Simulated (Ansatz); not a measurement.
Hf (hcp, Mg type)

```xyz
2
Lattice="3.2041 0.0000 0.0000 -1.6021 2.7749 0.0000 0.0000 0.0000 5.0689" Properties=species:S:1:pos:R:3 pbc="T T T"
Hf     0.0000     1.8499     3.8017
Hf     1.6021     0.9250     1.2672
```

All values below come from PBE (plane waves to 420 eV, PAW, scalar-relativistic; Ansatz, a first-principles code). Harmonic phonons by density-functional perturbation theory on a 18×18×10 k mesh, in cm⁻¹ and rounded to 5; i marks imaginary ones, q is in fractions of the reciprocal vectors of the cell shown, and the three acoustic modes at Γ are left out. Hf is run without spin polarisation. Hf was relaxed with its symmetry unable to fall. Spin-orbit coupling is left out, though Hf is heavy. The PAW data are Ansatz's earlier set.

Task: Does any mode at Γ, M = (0.5, 0.0, 0.0), A = (0.0, 0.0, 0.5), L = (0.5, 0.0, 0.5) come out imaginary?

Result: No imaginary mode at these points (lowest 55 cm⁻¹ at A = (0.0, 0.0, 0.5)); other wave vectors were not tested.

Task: List the wavenumbers at Γ, M = (0.5, 0.0, 0.0), A = (0.0, 0.0, 0.5), L = (0.5, 0.0, 0.5), with degeneracies.

Result: 
| q | wavenumbers (cm⁻¹) |
|---|---|
| Γ | 80 (×2), 95 |
| M = (0.5, 0.0, 0.0) | 65, 70, 115, 120, 130, 135 |
| A = (0.0, 0.0, 0.5) | 55 (×4), 105 (×2) |
| L = (0.5, 0.0, 0.5) | 100 (×2), 100 (×2), 150 (×2) |
